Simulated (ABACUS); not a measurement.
Band structure of SiNi (Pnma, 8 atoms in the cell; from Materials Project mp-351, lattice scaled a little).

```yaml
crystal:
  lattice:
    - [5.01506, 0.00000, 0.00000]
    - [0.00000, 3.23960, 0.00000]
    - [0.00000, 0.00000, 5.43276]
  atoms:
    - { symbol: Si, position: [0.82109, 0.75000, 0.58232] }
    - { symbol: Si, position: [0.17891, 0.25000, 0.41768] }
    - { symbol: Si, position: [0.67891, 0.25000, 0.08232] }
    - { symbol: Si, position: [0.32109, 0.75000, 0.91768] }
    - { symbol: Ni, position: [0.50795, 0.25000, 0.68852] }
    - { symbol: Ni, position: [0.49205, 0.75000, 0.31148] }
    - { symbol: Ni, position: [0.99205, 0.75000, 0.18852] }
    - { symbol: Ni, position: [0.00795, 0.25000, 0.81148] }
```

Level of theory: PBEsol, PseudoDojo 0.4 standard norm-conserving PBEsol (tails mended) pseudopotentials (plane waves; ABACUS 3.10.1).

Settings: KPT = Gamma 3 4 3 0 0 0; basis_type = pw; ecutwfc = 98 Ry; smearing_method = fd; smearing_sigma = 0.00734986 Ry; potentials = PseudoDojo 0.4 standard norm-conserving PBEsol (tails mended); symmetry = 1; symmetry_prec = 1e-05; nbands = 50; ks_solver = dav; scf_nmax = 100; scf_thr = 1.0e-09 Ry; mixing_type = broyden; mixing_beta = 0.7.

The run has no spin polarisation, so moments on Ni cannot form. The structure comes from a collection of computed structures, made at another level of theory; the collection holds predicted forms beside known ones. Its lattice was then scaled. No clean gap shows at this smearing width and mesh (spacing up to 0.48 Å⁻¹); the mesh is coarse for partly filled bands, so the values carry mesh errors.

Points are given in units of this cell's reciprocal vectors. Levels in eV from the Fermi level, bands 41 to 48:
```
point                  41     42     43     44     45     46    47    48
------------------  -----  -----  -----  -----  -----  -----  ----  ----
Γ (0 0 0)           -2.06  -1.26  -1.10  -1.06   0.67   1.59  3.63  4.35
X (0 -0.5 0)        -2.03  -2.03  -1.61  -1.61  -0.60  -0.60  2.18  2.18
S (-0.5 -0.5 0)     -1.88  -1.88  -1.88  -1.88   0.64   0.64  0.64  0.64
Y (-0.5 0 0)        -2.07  -2.07   1.10   1.10   1.24   1.24  4.33  4.33
Z (0 0 -0.5)        -1.62  -1.62  -0.24  -0.24   1.14   1.14  3.77  3.77
U (0 -0.5 -0.5)     -2.15  -2.15  -1.89  -1.89   0.17   0.17  1.70  1.70
R (-0.5 -0.5 -0.5)  -2.06  -2.06  -2.06  -2.06   2.79   2.79  2.79  2.79
T (-0.5 0 -0.5)     -1.15  -1.15   0.81   0.81   2.63   2.63  3.05  3.05
```

4 bands cross the Fermi level along this path, so the cell has no gap at this level.

The Fermi level comes from the SCF mesh, which can miss band crossings, so its place against them is uncertain.

“Tails mended”: in these copies of the files the far tail of each local potential was reset to the Coulomb form.
